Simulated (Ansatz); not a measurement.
ZnCdS₂:
```xyz
4
Lattice="3.9278 0.0000 0.0000 0.0000 3.9278 0.0000 0.0000 0.0000 5.6534" Properties=species:S:1:pos:R:3 pbc="T T T"
Zn     0.0000     0.0000     2.8267
Cd     1.9639     1.9639     0.0000
S      1.9639     0.0000     1.5567
S      0.0000     1.9639     4.0967
```

Relaxed with PBEsol. Special points in fractions of this cell's reciprocal vectors: Γ (0.000, 0.000, 0.000); X (0.000, 0.500, 0.000); M (0.500, 0.500, 0.000); Z (0.000, 0.000, 0.500); R (0.000, 0.500, 0.500); A (0.500, 0.500, 0.500).

### Question
List the band energies nearest the valence-band maximum at these points for DFT-PBEsol in the program Ansatz with PAW potentials.

### Answer
In eV from the valence-band maximum; about four levels below and three above (degenerate sets whole), none deeper than 8.9 eV; points with the same levels are listed once.

| k | below | above |
|---|---|---|
| Γ | -2.19 -2.19 -0.18 0.00 0.00 | 1.38 3.40 4.09 |
| X | -2.64 -2.22 -1.14 -0.66 | 4.18 4.64 5.85 |
| M | -2.30 -2.15 -2.15 -2.04 | 3.23 3.23 3.77 |
| Z | -1.50 -1.50 -0.91 -0.91 | 3.80 3.80 4.54 |
| R | -1.14 -0.94 -0.85 -0.61 | 2.87 3.02 6.30 |
| A | -2.69 -2.64 -2.64 -2.49 | 5.36 5.36 5.47 |

Space group P-4m2. The first step of the workflow began from a Materials Project structure, measured or hypothetical; the Crystallography Open Database copy checked does not list it. Whether it is the stable phase at ambient conditions was not checked. The PBEsol relaxation kept the symmetry of its start; of distortions, only those at the zone centre were tested. Scalar-relativistic: spin–orbit coupling is off unless named, which matters more the heavier the elements.

Potentials: the later of the program's two PAW sets.
